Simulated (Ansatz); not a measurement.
## Notes on Hf2CuSi3

```xyz
6
Lattice="3.5006 0.0000 0.0000 0.0000 3.5006 0.0000 0.0000 0.0000 7.6721" Properties=species:S:1:pos:R:3 pbc="T T T"
Si    1.7503    1.7503    0.0000
Cu    0.0000    0.0000    0.0000
Hf    0.0000    1.7503    5.6313
Hf    1.7503    0.0000    2.0408
Si    0.0000    1.7503    2.9307
Si    1.7503    0.0000    4.7414
```

Method: r2SCAN, no spin polarisation; PAW, plane waves to 500 eV, 7×7×4 Γ-centred mesh, gaussian occupations (width 0.0211 eV) (Ansatz 0.2.0), atoms fixed.

Q: Which element gives electrons and which takes them?

A: Bader charges in e: Hf +1.35, Cu -0.38, Si -0.89 to -0.54. In the mean Hf gives up most and Si takes most.

Q: What happens at the Fermi level?

A: It is a metal, with about 4 states/eV a cell as the mean within 0.25 eV of the Fermi level, mostly Si p (45 %) and Hf d (43 %).

Q: Is it stable against the elements?

A: 0.09 eV an atom against the elements' usual phases (free molecules for gases, crystals otherwise, with no correction for O₂ or N₂), so at this geometry it isn't bound against them. Relaxing would lower it.

Q: Is the cell too large or too small?

A: The pressure is 15.8 GPa (compression positive), so with the atoms held at these fractions the cell would first expand. The principal stresses 15.2, 15.2, 17.1 GPa differ, so its shape would change too.

Origin: a known structure type with other elements, at an estimated volume, so it need not be a known compound. Caveats: atoms or cell far from equilibrium.
